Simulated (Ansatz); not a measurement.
Input deck for Ansatz 0.2.0, then the block of the output on the nuclei.

The cell is a structure deposited in the COD, relaxed with PBE at fixed cell and then changed (volume scaled by 1.04, ions relaxed).

```yaml
crystal:
  lattice:
    - [3.0309676725, 0.0, 0.0]
    - [0.0, 3.0309676725, 0.0]
    - [0.0, 0.0, 3.0309676725]
  atoms:
    - { symbol: Al, position: [0.0, 0.0, 0.0] }
    - { symbol: Ru, position: [0.5, 0.5, 0.5] }
kpoints:
  mp_grid: { grid: [16, 16, 16] }
scf:
  occupations: { method: fermi_dirac, width: 0.05 }
hamiltonian:
  xc: pbe
  pseudopotentials: { kind: paw }
output:
  forces: true
  stress: true
  populations: true
  efg:
    quadrupole_moments_barn: { Al: 0.1466, Ru: 0.079 }
    contact_densities: true
  write_density: true
  write_potential: true
  elf: true
  volumetric_format: npy
relax:
  f_tol: 0.02
  max_steps: 60
```

```sh
ansatz run input.yaml --threads 1 --pin off --max-ram 3072MiB --backend cpu --events-out ev --progress --plain --runs-dir out
```

The run relaxes the ions first, and the block belongs to the relaxed positions.

Of the output, the block on the nuclei alone is shown; the set-up, the SCF iterations, energies, forces and stress are cut.

```
--- PAW observables at the nuclei: V_zz in 10²¹ V/m², potentials from the cell's mean, atoms counted from 1 ---
  atom   1  Al V_zz =    -0.000000   η = 0.0000   by run symmetry: forbidden   C_q = -0.0000 MHz
            electrostatic potential = -1238.498276 V   contact ρ = 10083.244442 e/Å³
  atom   2  Ru V_zz =    +0.000000   η = 0.0000   by run symmetry: forbidden   C_q = +0.0000 MHz
            electrostatic potential = -6798.401398 V   contact ρ = 719470.267739 e/Å³
```

The relaxation (1 step) took 3.6 s of wall time (3.5 s of CPU time) and 0.43 GiB at its peak, on 1 thread of Intel Xeon 6975P-C (Granite Rapids) (x86_64; 16 cores open to the job, memory cap 3.0 GiB, no GPU), a shared host with a load of 0.5 a core.

At this changed cell the PBE pressure is -5 GPa.
